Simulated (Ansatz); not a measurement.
Input file for Ansatz (a first-principles code):

Ansatz 0.2 input:
```yaml
crystal:
  lattice:
    - [0.0, 3.2864192695, 3.2864192695]
    - [3.2864192695, 0.0, 3.2864192695]
    - [3.2864192695, 3.2864192695, 0.0]
  atoms:
    - { symbol: Te, position: [0.75, 0.75, 0.75] }
    - { symbol: Hg, position: [0.0, 0.0, 0.0] }
kpoints:
  mp_grid: { grid: [8, 8, 8] }
  band_path:
    path:
      - [[0.0, 0.0, 0.0], [0.5, 0.0, 0.5], [0.625, 0.25, 0.625]]  # Γ-X-U
      - [[0.375, 0.375, 0.75], [0.0, 0.0, 0.0], [0.5, 0.5, 0.5], [0.5, 0.25, 0.75], [0.5, 0.0, 0.5]]  # K-Γ-L-W-X
    npoints: 12
hamiltonian:
  xc: r2scan
  pseudopotentials: { kind: paw }
magnetization: { noncollinear: true, spin_orbit: true }
scf:
  n_extra_bands: 12
  convergence: { dr2_threshold: 0.0000000001 }
  occupations: { method: gaussian, width: 0.05 }
output: { eigenvalues: true }
```

Output (shortened):

```
Pseudopotential: Te, paw_fr, valence charge 16
Pseudopotential: Hg, paw_fr, valence charge 20
Functional definition: r2SCAN
non-collinear run that drives no moment, with spin-orbit …
Crystal: 2 atoms, lattice volume = 70.990 Å³
Basis set: ecut = 500 eV, 1807 PW (Γ), exchange–correlation on 144×144×144 points (64 copies of the dense FFT grid, shifted against one another)
Bands: 48, of which v1, the nominal top of the filled ones, is band 36 counted from 1 (35 counted from 0)
Symmetry: 24 space group operations + 24 with time reversal
k-points: 29 of 512 (time reversal used)
Projection manifold: j_resolved (fully-relativistic pseudo-atomic orbitals)
iter 1 solved again at ethr=7.40e-4 eV; its pass at ethr=3.10e-3 eV (dr2=2.66e-1 eV) is discarded
SCF iter   1: F=—  HF=-20786.776361 eV  |F-HF|=—  |Δ(HF+E_count)|=         —  Δρ=1.97e-2  dr2=2.65e-1  dr2_τ=8.19e-3  dr2_m=0.00e0 (ungated)  ethr=7.40e-4  |M|=0.00e0 ∫|m|=0.00e0 μB  |m|>n=0.0e0 m-floor=0.0e0 τ_xc=0.0e0  β_m=0.30  ⟨swp⟩=2.2  Hψ=8947  notcnv=0
preconditioner: auto → none
SCF iter   2: F=—  HF=-20786.773386 eV  |F-HF|=—  |Δ(HF+E_count)|=   2.97e-3  Δρ=1.25e-2  dr2=6.31e-2  dr2_τ=1.38e-3  dr2_m=0.00e0 (ungated)  ethr=7.37e-4  |M|=0.00e0 ∫|m|=0.00e0 μB  |m|>n=0.0e0 m-floor=0.0e0 τ_xc=0.0e0  β_m=0.44  ⟨swp⟩=2.6  Hψ=2058  notcnv=0
SCF iter   3: F=—  HF=-20786.787595 eV  |F-HF|=—  |Δ(HF+E_count)|=   1.42e-2  Δρ=4.80e-3  dr2=7.70e-3  dr2_τ=4.23e-4  dr2_m=0.00e0 (ungated)  ethr=1.75e-4  |M|=0.00e0 ∫|m|=0.00e0 μB  |m|>n=0.0e0 m-floor=0.0e0 τ_xc=0.0e0  β_m=0.53  ⟨swp⟩=3.0  Hψ=2624  notcnv=0  defer=160
SCF iter   4: F=—  HF=-20786.791204 eV  |F-HF|=—  |Δ(HF+E_count)|=   3.61e-3  Δρ=7.01e-4  dr2=1.40e-4  dr2_τ=2.94e-6  dr2_m=0.00e0 (ungated)  ethr=2.14e-5  |M|=0.00e0 ∫|m|=0.00e0 μB  |m|>n=0.0e0 m-floor=0.0e0 τ_xc=0.0e0  β_m=0.65  ⟨swp⟩=3.0  Hψ=2046  notcnv=0  defer=160
SCF iter   5: F=—  HF=-20786.791268 eV  |F-HF|=—  |Δ(HF+E_count)|=   6.42e-5  Δρ=9.47e-5  dr2=4.47e-6  dr2_τ=1.25e-7  dr2_m=0.00e0 (ungated)  ethr=3.90e-7  |M|=0.00e0 ∫|m|=0.00e0 μB  |m|>n=0.0e0 m-floor=0.0e0 τ_xc=0.0e0  β_m=0.74  ⟨swp⟩=3.0  Hψ=2220  notcnv=0  defer=160
SCF iter   6: F=—  HF=-20786.791262 eV  |F-HF|=—  |Δ(HF+E_count)|=   6.23e-6  Δρ=1.80e-5  dr2=9.47e-8  dr2_τ=6.31e-9  dr2_m=0.00e0 (ungated)  ethr=1.24e-8  |M|=0.00e0 ∫|m|=0.00e0 μB  |m|>n=0.0e0 m-floor=0.0e0 τ_xc=0.0e0  β_m=0.79  ⟨swp⟩=2.0  Hψ=1724  notcnv=0  defer=160
SCF iter   7: F=—  HF=-20786.791232 eV  |F-HF|=—  |Δ(HF+E_count)|=   2.98e-5  Δρ=4.44e-6  dr2=1.93e-8  dr2_τ=2.60e-10  dr2_m=0.00e0 (ungated)  ethr=2.63e-10  |M|=0.00e0 ∫|m|=0.00e0 μB  |m|>n=0.0e0 m-floor=0.0e0 τ_xc=0.0e0  β_m=0.67  ⟨swp⟩=2.0  Hψ=2240  notcnv=0  defer=160
SCF iter   8: F=—  HF=-20786.791232 eV  |F-HF|=—  |Δ(HF+E_count)|=   7.87e-9  Δρ=8.25e-7  dr2=2.80e-10  dr2_τ=9.15e-12  dr2_m=0.00e0 (ungated)  ethr=5.37e-11  |M|=0.00e0 ∫|m|=0.00e0 μB  |m|>n=0.0e0 m-floor=0.0e0 τ_xc=0.0e0  β_m=0.81  ⟨swp⟩=2.0  Hψ=2046  notcnv=0  defer=160
SCF iter   9: F=-20786.791232 eV  HF=-20786.791232 eV  |F-HF|=1.82e-11  |Δ(HF+E_count)|=  1.09e-11  Δρ=1.21e-7  dr2=8.49e-12  dr2_τ=3.32e-13  dr2_m=0.00e0 (ungated)  ethr=1.00e-12  |M|=0.00e0 ∫|m|=0.00e0 μB  |m|>n=0.0e0 m-floor=0.0e0 τ_xc=0.0e0  ⟨swp⟩=8.6  Hψ=4902  notcnv=0
SCF 1 converged in 9 iterations: F = -20786.791232 eV  dr2 = 8.49e-12
NSCF: frozen V_eff on 74 k-points
SCF converged after 9 iterations
Magnetization: |M| = 0.0000 μB,  M = (+0.0000, +0.0000, +0.0000) μB
Absolute magnetization: 0.0000 μB (∫|m|)
  site 0: m = (+0.0000, +0.0000, +0.0000) μB, |m| = 0.0000 μB  (R = 1.17 Å)
  site 1: m = (+0.0000, +0.0000, +0.0000) μB, |m| = 0.0000 μB  (R = 1.17 Å)
Free energy (F): -20786.791232 eV
Harris-Foulkes:  -20786.791232 eV  (|F-HF|=1.82e-11)
Internal energy: -20786.791122 eV  (E = F + TS)
E sigma→0 (E₀):  -20786.791177 eV
Entropy (-TS):   -0.000111 eV (-0.055 meV/atom)
Fermi energy:    7.956647 eV
--- Per-component energies (eV) ---
  E_band       = -834.858749
  E_kinetic    = 783.474182
  E_local      = -4908.098244  (includes V_loc(G=0)·N_el)
  E_nonlocal   = -251.030880
  E_hartree    = 2379.695498
  E_xc         = -323.118237
  E_vxc        = -401.511015  (∫ρ·V_xc dr)
  E_paw        = -14611.076205  (= ΣΔE_a)
  E_vpaw       = -844.219490  (= ΣTr[D̂ρ^β])
  E_aug_tail   = 0.000331  (compensation charges beyond the density's cutoff)
  E_vtau       = 27.135320  (kinetic-family band-sum trace: ∫τ·v_τ [+ j·A + Jᵃ·Aᵃ] dr)
  E_ewald      = -3856.768614
  E_core_change = 0.131047  (= ΣΔE_core)
  E_smearing   = -0.000111  (= −TS)
  E_closure    = 0.000000  (closes the sum)
  Σ components = -20786.791232   (vs F -20786.791232, Δ=0.00e0)
  [band-id]    e_kinetic+e_local+e_nonlocal+2·e_hartree+e_vxc+e_vpaw+e_augmentation_tail+e_vtau = -834.858800   (vs E_band -834.858749, Δ=-5.08e-5)
--- Band table (eV; the first three rows and the last of 29) ---
  k-point 0: bands = ["-109.0870", "-109.0870", "-70.3871", "-70.3871", "-52.3495", "-52.3495", "-52.3495", "-52.3495", "-30.5648", "-30.5648", "-30.5648", "-30.5648", "-29.1034", "-29.1034", "-29.0975", "-29.0975", "-29.0975", "-29.0975", "-4.3242", …
  k-point 1: bands = ["-109.0870", "-109.0870", "-70.3871", "-70.3871", "-52.3495", "-52.3495", "-52.3495", "-52.3495", "-30.5648", "-30.5648", "-30.5648", "-30.5647", "-29.1033", "-29.1033", "-29.0975", "-29.0975", "-29.0975", "-29.0974", "-4.2521", …
  k-point 2: bands = ["-109.0870", "-109.0870", "-70.3871", "-70.3871", "-52.3496", "-52.3496", "-52.3495", "-52.3495", "-30.5648", "-30.5648", "-30.5648", "-30.5647", "-29.1032", "-29.1032", "-29.0976", "-29.0976", "-29.0974", "-29.0973", "-4.0708", …
  k-point 28: bands = ["-109.0870", "-109.0870", "-70.3871", "-70.3871", "-52.3497", "-52.3496", "-52.3496", "-52.3496", "-30.5649", "-30.5649", "-30.5648", "-30.5646", "-29.1030", "-29.1028", "-29.0975", "-29.0975", "-29.0974", "-29.0974", "-3.6207", …
```

Cost: around 80 core-seconds (rough) on shared cores.

Space group F-43m (zinc blende). The cell was relaxed with r²SCAN under the symmetry of its start; of distortions, only those at the zone centre were tested.

Potentials: the later of the program's two PAW sets.

Ansatz is a plane-wave DFT program.
